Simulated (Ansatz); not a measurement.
Relaxed AlFe (CsCl type):

```xyz
2
Lattice="2.8747 0.0000 0.0000 0.0000 2.8747 0.0000 0.0000 0.0000 2.8747" Properties=species:S:1:pos:R:3 pbc="T T T"
Al     0.0000     0.0000     0.0000
Fe     1.4374     1.4374     1.4374
```

In this cell atom 2 (Fe, nearest neighbour Al at 2.490 Å; its periodic images, 2.9 Å or more away, move with it) is moved by s along Cartesian z, unit vector (0.000, 0.000, 1.000); all other atoms and the cell stay fixed.

Method: PBE (plane waves to 420 eV, PAW, scalar-relativistic; Ansatz, a program for electronic structure). k mesh 13×13×13 (Γ-centred), Fermi-Dirac smearing 0.05 eV. Energies are smeared free energies. With partly filled bands, energies and forces of such displacements shift with the k mesh and the smearing. AlFe was relaxed with its symmetry unable to fall. Relaxed AlFe ends ferromagnetic. The magnetic order is the one the run started from; other orders were not tried. The zero of ΔE is the undisplaced structure. The last digit holds for this mesh only.

| s (Å) | ΔE (meV/cell) |
|---|---|
| -0.500 | 943.9 |
| -0.400 | 616.3 |
| -0.300 | 352.0 |
| -0.200 | 158.1 |
| -0.100 | withheld |
| 0.000 | 0.0 |
| 0.100 | withheld |
| 0.200 | 158.1 |
| 0.300 | 352.0 |
| 0.400 | 616.3 |
| 0.500 | 943.9 |

Question: Fit an even polynomial form (powers 2, 4) to the given rows and predict ΔE at s = 0.100.

Answer: Least squares on the 9 given rows: ΔE = (3987)·s² + (-846.3)·s⁴, in meV/cell with s in Å; root-mean-square residual 0.03 meV/cell. At 0.100 the fit gives 39.8 meV/cell; the calculation gives 39.8 meV/cell, the same to the digits shown. The quadratic term alone would give 39.9 meV/cell.

(A displaced cell: forces are minus the slopes of the energy, force constants its curvatures, and phonons follow from these.)
